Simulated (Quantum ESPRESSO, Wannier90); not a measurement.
# Wannier functions of LiNbO₃ (R-3c)

```
CELL_PARAMETERS angstrom
     -2.63472     4.56347     0.00000
     -5.26944     0.00000     0.00000
     -2.63472     1.52116     4.63437
ATOMIC_POSITIONS crystal
  Li 0.25000 0.25000 0.25000
  Li 0.75000 0.75000 0.75000
  Nb 0.00000 0.00000 0.00000
  Nb 0.50000 0.50000 0.50000
  O  0.75000 0.37036 0.75000
  O  0.25000 0.62964 0.25000
  O  0.12964 0.75000 0.75000
  O  0.87036 0.25000 0.25000
  O  0.37036 0.12963 0.75000
  O  0.62964 0.87037 0.25000
```

Structure: Materials Project mp-552588, symmetrised, not relaxed again. COD (Crystallography Open Database) has the formula in 3 space groups, this one among them (matched by group alone). Computed values, not measurements, from PBEsol: Quantum ESPRESSO (norm-conserving PseudoDojo potentials, cutoff 68 Ry, no spin polarisation, no spin-orbit coupling) on a Γ-centred 6×6×6 mesh, then Wannier90. Density: 8×8×8 mesh, cold smearing 0.01 Ry.

Valence charges of the files: Li 3, Nb 13, O 6. 66 bands were computed.

Isolated groups of bands, relative to the valence-band maximum (bands from 41 on overlap up to the last one computed):

| bands | from (eV) | to (eV) | filling | weight on atomic waves |
|---|---|---|---|---|
| 1–2 | -54.49 | -54.48 | filled | Nb 4s 95 % |
| 3–4 | -42.22 | -42.21 | filled | Li 1s 99 % |
| 5–10 | -30.72 | -30.53 | filled | Nb 4p 96 % |
| 11–16 | -16.82 | -15.17 | filled | O 2s 83 %, Nb 4d 9 %, Nb 5s 4 % |
| 17–34 | -4.78 | 0.00 | filled | O 2p 82 %, Nb 4d 14 % |
| 35–40 | 2.38 | 5.36 | empty | Nb 4d 70 %, O 2p 25 % |

Wanted is a model with the orbitals Nb d, O p, without the filled groups that are mainly made of other shells (semicore states, and anion s where it isn't named); all higher bands stay in for disentanglement.

**Question.** Give num_wann, exclude_bands and num_bands, and the number of electrons that the model holds.

**Answer.** Electrons: 2×3 + 2×13 + 6×6 = 68, which fill 34 bands.
num_wann = 2×5 + 6×3 = 28.
exclude_bands = 1-16, 16 bands, so num_bands = 66 − 16 = 50.
The model holds 68 − 2×16 = 36 electrons. With the window frozen to 3.88 eV it follows pw.x to 0.3 meV rms (states up to 3.4 eV relative to the valence-band maximum).
